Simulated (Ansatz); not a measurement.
BiBN2 in space group P3m1 (No. 156; Bi on 1b, N on 1b, B on 1c, N on 1c) under volume change, PBE in the plane-wave PAW code Ansatz, shape and atoms relaxed at each volume.

| V (Å³/atom) | E − E(relaxed) (meV/atom) | P (GPa) |
|---|---|---|
| 11.111 | (withheld) | (withheld) |
| 11.477 | 16.0 | 7.68 |
| 11.844 | 3.6 | 3.35 |
| 12.210 | 0.0 | 0.00 |
| 12.576 | 2.8 | -2.28 |
| 12.943 | (withheld) | (withheld) |
| 13.309 | 17.9 | -3.81 |

**Question.** Fill in the missing entries.

**Answer.** 
- 11.111, E − E(relaxed) (meV/atom): 39.6
- 11.111, P (GPa): 13.13
- 12.943, E − E(relaxed) (meV/atom): 9.5
- 12.943, P (GPa): -3.47

**Question.** What does a third-order Birch–Murnaghan fit give for V₀, B₀ and B′?

**Answer.** V₀ = 12.22 Å³/atom, B₀ = 83.4 GPa, B′ = 11.8.

The start of the workflow was typed in or built on a structure type; neither database checked (COD, Materials Project) lists it. Its standing as an ambient phase is unchecked. The cell was relaxed with PBE under the symmetry of its start; its stability against distortions is not shown here. The volume moved by 19 % from the start of the relaxation. Its formation energy is positive at this level, so the cell may be metastable or incomplete. Spin–orbit coupling is left out wherever it is not named.

Potentials: the earlier of the program's two PAW sets.
